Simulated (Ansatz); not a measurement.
Si (space group Ia-3)

```
Si
1.0
   -3.30082     3.30082     3.30082
    3.30082    -3.30082     3.30082
    3.30082     3.30082    -3.30082
Si
8
Direct
  0.20461   0.20461   0.20461
  0.50000   0.00000   0.29539
  0.29539   0.50000   0.00000
  0.00000   0.29539   0.50000
  0.79539   0.79539   0.79539
  0.50000   0.00000   0.70461
  0.70461   0.50000   0.00000
  0.00000   0.70461   0.50000
```

Equation-of-state scan: isotropic scaling of the cell above, V₀ being its volume. The atoms relax within the cell's symmetry.

Computed with PBEsol (plane waves to 420 eV, PAW, scalar-relativistic; Ansatz, a first-principles code). k mesh 10×10×10 (Γ-centred), Fermi-Dirac smearing 0.05 eV. Stress and pressure are positive under compression. Si was relaxed with its symmetry unable to fall. This is one of several known forms of Si; the measured ambient cells at hand have space group No. 227.

At one point of the scan the stress tensor (GPa) is:

```
    8.3      0.0      0.0
    0.0      8.3      0.0
    0.0      0.0      8.3
```

Q: Which point is it?
A) V/V₀ = 0.900
B) V/V₀ = 0.975
C) V/V₀ = 0.925
D) V/V₀ = 0.950

A: C, V/V₀ = 0.925

(Under strain, the slope of the energy per volume gives the stress and its curvature an elastic modulus.)
